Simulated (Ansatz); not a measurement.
# GaPt (P2_13): electronic heat capacity and spin susceptibility from the density of states

Level of theory: DFT r2SCAN, scalar-relativistic, plane waves, PAW (Ansatz).

Settings: cutoff 500 eV, Γ-centred mesh 8×8×8 on the computed 8-atom cell, Gaussian smearing of 0.10 eV; no spin polarisation.

Relaxed cell: P2_13, a = 4.919 Å, b = 4.919 Å, c = 4.919 Å, α = 90.00°, β = 90.00°, γ = 90.00°, 8 atoms in the primitive cell. Whether it is the stable form of this composition wasn't checked.

The density of states at the Fermi level is 1.504 states/eV in the cell of 8 atoms (4 formula units; both spins, tetrahedra on a 12×12×12 mesh).

**Question.** What Sommerfeld coefficient and Pauli susceptibility does this give?

**Answer.** Per formula unit N(E_F) = 0.376 states/eV. γ = (π²/3) k_B² N(E_F) N_A = 2.357 mJ/(mol K²) per state/eV, so γ = 0.9 mJ/(mol K²), a mole of formula units. χ_P = μ_B² N(E_F) N_A = 3.23×10⁻⁵ emu/mol per state/eV gives 1.2×10⁻⁵ emu/mol. This is the bare band result: a measured γ of the same phase is as a rule larger by a factor 1 + λ from phonons and spin fluctuations, the spin part of χ is larger by the Stoner factor, and a measured χ also holds orbital and core terms. N(E_F) at one energy is sensitive to the mesh where the density of states has sharp peaks.

Spin-orbit coupling is left out, which matters for the bands of heavy elements.

Cost: 1 run of about 5.6 core-minutes, on Intel Xeon Platinum 8488C (Sapphire Rapids) (shared hosts).